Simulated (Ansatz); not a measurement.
Consider the following.

GeS2:
Space group P4₂/nmc, origin choice 1 (No. 137); a = b = 3.449 Å, c = 10.463 Å, α = β = γ = 90.00°

```tsv
atom	site	symmetry	x	y	z
Ge	2b	-4m2	0.0000	0.0000	0.5000
S	4d	2mm.	0.5000	0.0000	0.1352
```

This is the LDA-relaxed structure.

### Question
All from LDA in the plane-wave PAW code Ansatz, unless another level is named. Predict the Born charges (a third of the trace).

### Answer
Ge +2.88, S -1.44 e.

### Question
Give the Bader charges.

### Answer
Ge +1.22, S -0.61 e.

### Question
And the electronic dielectric constant ε∞ (DFPT)?

### Answer
7.43 (xx = yy), 6.80 (zz).

Space group P4_2/nmc. The first step of the workflow began from a Materials Project structure, measured or hypothetical; the Crystallography Open Database copy checked does not list it. COD files the formula under space group No. 14, 43, 82, 122, 217. Its standing as an ambient phase is unchecked. The LDA relaxation kept the symmetry of its start; its stability against distortions is not shown here. A crystal of weakly bound layers computed without a dispersion correction: the cell and the soft elastic constants depend strongly on that. Spin–orbit coupling is left out wherever it is not named.

Potentials: the later of the program's two PAW sets.
